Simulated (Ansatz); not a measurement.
Input:

I:
```
CELL_PARAMETERS angstrom
      2.43298     3.71837     0.00000
     -2.43298     3.71837     0.00000
     -1.75305     0.00000     2.33684
ATOMIC_POSITIONS crystal
  I  0.50000 0.50000 0.50000
```

This is the r²SCAN+D4-relaxed structure.

### Question
All from r²SCAN+D4 in the plane-wave PAW code Ansatz, unless another level is named. Give the electronic character.

### Answer
metallic (no gap).

### Question
Next, the density of states at the Fermi level?

### Answer
0.49 states/eV per atom (mean over ±0.08 eV).

Space group Immm. The first step of the workflow began from a Materials Project structure, measured or hypothetical; the Crystallography Open Database copy checked does not list it. It is not the phase usual at ambient conditions (space group No. 64). The r²SCAN+D4 relaxation kept the symmetry of its start; whether a distortion lowers the energy is not shown. With an odd number of electrons in the cell and no spin polarisation, the count alone makes it a metal. Scalar-relativistic: spin–orbit coupling is off unless named, which matters more the heavier the elements.

Potentials: the later of the program's two PAW sets.
